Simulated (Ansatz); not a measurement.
Energy over volume and axial ratio for TiAl (CuAu type, space group P4/mmm)

TiAl (CuAu type, space group P4/mmm)

```yaml
crystal:
  lattice:
    - [2.82408, 0.00000, 0.00000]
    - [0.00000, 2.82408, 0.00000]
    - [0.00000, 0.00000, 4.07063]
  atoms:
    - { symbol: Al, position: [0.50000, 0.50000, 0.50000] }
    - { symbol: Ti, position: [0.00000, 0.00000, 0.00000] }
```

Two coordinates are scanned: the volume, and the ratio of the stretch along z (the conventional c axis) to the stretch across it. Atoms keep their fractional coordinates.

Level of theory: PBE (plane waves to 420 eV, PAW, scalar-relativistic; Ansatz, a first-principles code). k mesh 16×16×12 (Γ-centred), Fermi-Dirac smearing 0.05 eV. The energy includes the smearing's −TS. Compression counts positive. With partly filled bands, the response to shear is sensitive to the k mesh, so small differences along c/a are uncertain. The PAW data are Ansatz's earlier set. TiAl is run without spin polarisation. TiAl was relaxed with its symmetry unable to fall. The zero of ΔE is the relaxed starting cell.

ΔE (eV/atom), with V/V₀ across and (c/a)/(c/a)₀ down:

```
(c/a)/(c/a)₀ \ V/V₀  0.920  0.947  0.973  1.000  1.027  1.053  1.080
-------------------  -----  -----  -----  -----  -----  -----  -----
0.960                0.046  0.022  0.009  0.005  0.009  0.020  0.037
0.973                0.044  0.020  0.006  0.002  0.006  0.017  0.035
0.987                0.043  0.018  0.005  0.001  0.004  0.016  0.033
1.000                0.042  0.018  0.004  0.000  0.004  0.015  0.032
1.013                0.043  0.018  0.005  0.001  0.004  0.015  0.033
1.027                0.044  0.020  0.006  0.002  0.006  0.017  0.034
1.040                0.047  0.023  0.009  0.005  0.009  0.020  0.037
```

σzz (GPa), with V/V₀ across and (c/a)/(c/a)₀ down:

```tsv
(c/a)/(c/a)₀ \ V/V₀	0.920	0.947	0.973	1.000	1.027	1.053	1.080
0.960	13.0	8.8	5.2	2.0	-0.8	-3.3	-5.5
0.973	12.5	8.3	4.7	1.5	-1.4	-3.9	-6.1
0.987	11.9	7.7	4.0	0.8	-2.1	-4.6	-6.7
1.000	11.1	6.9	3.2	0.0	-2.8	-5.3	-7.5
1.013	10.3	6.1	2.4	-0.8	-3.6	-6.1	-8.2
1.027	9.3	5.2	1.5	-1.7	-4.4	-6.9	-9.0
1.040	8.4	4.3	0.7	-2.5	-5.2	-7.6	-9.7
```

Summary:

* **Modulus against c/a change at fixed volume, (3/4V)·∂²E/∂(ln c/a)² (fit, atoms clamped)**: 46 GPa
* **Lowest place on the grid**: V/V₀ = 1.000, (c/a)/(c/a)₀ = 1.000 (0 meV/atom)
* **Highest place on the grid**: V/V₀ = 0.920, (c/a)/(c/a)₀ = 1.040 (47 meV/atom)

(Under strain, the slope of the energy per volume gives the stress and its curvature an elastic modulus.)
